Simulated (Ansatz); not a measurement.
Values for one crystal, relaxed and computed with r²SCAN in the plane-wave PAW code Ansatz; other levels are named.

- Volume per atom = 25.23 Å³
- Electronic character = metallic (no gap)
- Bulk modulus (Birch–Murnaghan fit) = 47.8 GPa
- Pressure derivative B′ = 9.1
- Density of states at the Fermi level = 0.43 states/eV per atom (mean over ±0.08 eV)
- Formation energy from the elements (no fitted shifts) = -15 kJ/mol of atoms

Problem. Which compound is it?
A. Bi2Pd, MoSi2 or CaC2 type
B. CuPd, CsCl type
C. ScAg2, MoSi2 or CaC2 type
D. CsBi2, cubic Laves (MgCu2 type)

Solution. A, Bi2Pd, MoSi2 or CaC2 type

Space group I4/mmm (MoSi2 or CaC2 type). The workflow started from an entry of the Crystallography Open Database (COD), which files this formula under 2 space groups. Its standing as an ambient phase is unchecked. The cell was relaxed with r²SCAN under the symmetry of its start; its stability against distortions is not shown here. The run is not spin-polarised. The references are the lowest solids computed at this level, not always the standard phases. Scalar-relativistic: spin–orbit coupling is off unless named, which matters more the heavier the elements.

Potentials: the later of the program's two PAW sets.
